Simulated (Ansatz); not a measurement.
**Ba2NF (R-3m): volume and gaps against pressure**

```xyz
4
Lattice="1.9974 1.1532 6.6375 -1.9974 1.1532 6.6375 0.0000 -2.3063 6.6375" Properties=species:S:1:pos:R:3 pbc="T T T"
Ba    0.0000    0.0000   15.0897
Ba    0.0000    0.0000    4.8228
N     0.0000    0.0000    9.9562
F     0.0000    0.0000    0.0000
```

This is the zero-pressure cell under r²SCAN. Cell and atoms are relaxed by PAW (default files of Ansatz 0.2.0, cutoff 500 eV, stress met within about 0.05 GPa) at each pressure, in this structure whether or not another phase would take over; P is the pressure reached, less that of this cell. Levels come from r²SCAN, PAW on Ansatz 0.2.0's default frozen-core files (fitted under PBE), scalar-relativistic; k mesh 6×6×6, fixed occupations, cutoff 500 eV. Conduction levels are in eV over the valence top (at F), at fixed fractional wave vectors.

| P (GPa) | V/V₀ | c/a | F (oblique) | Γ | L (oblique) |
| --- | --- | --- | --- | --- | --- |
| -2.01 | 1.0440 | 5.0201 | 1.300 | 2.013 | 2.191 |
| 0.00 | 1.0000 | 4.9847 | 1.202 | 2.201 | 2.212 |
| 2.01 | ? | ? | ? | ? | ? |
| 4.01 | 0.9363 | 4.9293 | 1.037 | 2.537 | 2.245 |
| 7.01 | 0.9007 | 4.8935 | 0.930 | 2.762 | 2.266 |
| 10.03 | 0.8712 | 4.8547 | 0.829 | 2.970 | 2.289 |
| 15.03 | 0.8313 | 4.7773 | 0.672 | 3.283 | 2.340 |

Q: Fit the third-order Birch-Murnaghan equation to the rows shown.

A: With f = [(V₀/V)^(2/3) − 1]/2, the normalised pressure F = P/[3f(1 + 2f)^(5/2)] is 50.8 GPa at f = -0.0142, 53.4 GPa at f = 0.0224, 54.4 GPa at f = 0.0361, 55.2 GPa at f = 0.0481, 56.2 GPa at f = 0.0655. The line F = B₀[1 + (3/2)(B′ − 4)f] gives B₀ = 51.8 GPa and B′ = 4.9.

Q: What are the volume deformation potentials and pressure coefficients of these levels at zero pressure?

A: 

```
      level  dE/dlnV (eV)  dE/dP = −(dE/dlnV)/B₀ (meV/GPa)  mean slope up to 4.0 GPa (meV/GPa)
F (oblique)          2.36                            -45.5                               -41.2
          Γ         -4.66                             89.9                                83.8
L (oblique)         -0.48                              9.2                                 8.3
```

dE/dlnV is the slope of a cubic fit in ln V at V₀. The last column is read from two rows and shows how the slope bends with pressure. A level that another band crosses inside the range is left out of the tables.

Q: What belongs in the row at 2.01 GPa?

A: The fits give V/V₀ = 0.9652 and F (oblique) = 1.116 eV. Computed: V/V₀ = 0.9652, c/a = 4.9567, F (oblique) = 1.116, Γ = 2.375, L (oblique) = 2.229.

Keep in mind: the structure is a database entry and needn't be the stable phase; no other phase was computed; many crystals of this kind change structure within this range, and rows or crossings beyond such a change describe a metastable lattice; frozen-core PAW files fitted under PBE, their cores solved anew for the functional of the run; no spin-orbit coupling on heavy atoms; semilocal gaps are low, and the spacing of valleys can be off by tenths of an eV; levels are read at fixed fractional k, so an edge that moves off these points is missed.
